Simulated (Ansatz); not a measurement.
SmP:
```
CELL_PARAMETERS angstrom
      0.00000     2.87030     2.87030
      2.87030     0.00000     2.87030
      2.87030     2.87030     0.00000
ATOMIC_POSITIONS crystal
  Sm 0.00000 0.00000 0.00000
  P  0.50000 0.50000 0.50000
```
The run is spin-polarised; directions of the spins, atom by atom: ↑ ↓.

Relaxed with PBEsol.

Give the Bader charges and basin volumes of the independent atoms, plane-wave PAW PBEsol (Ansatz code).



```csv
atom,Bader charge (e),Bader volume (Å³)
Sm1,+1.43,19.0
P2,-1.43,28.3
```

Space group Fm-3m (rock salt). The workflow started from an entry of the Crystallography Open Database (COD). Whether it is the stable phase at ambient conditions was not checked. The PBEsol relaxation kept the symmetry of its start; whether a distortion lowers the energy is not shown. The final state is ferromagnetic, the only order run, not a proven ground state. The cell computed holds one magnetic atom, so no antiferromagnetic order was within reach. Caveat: open 4f shells can settle in a state that is not the lowest. No Hubbard U is applied. Spin–orbit coupling is left out wherever it is not named.

Potentials: the later of the program's two PAW sets.
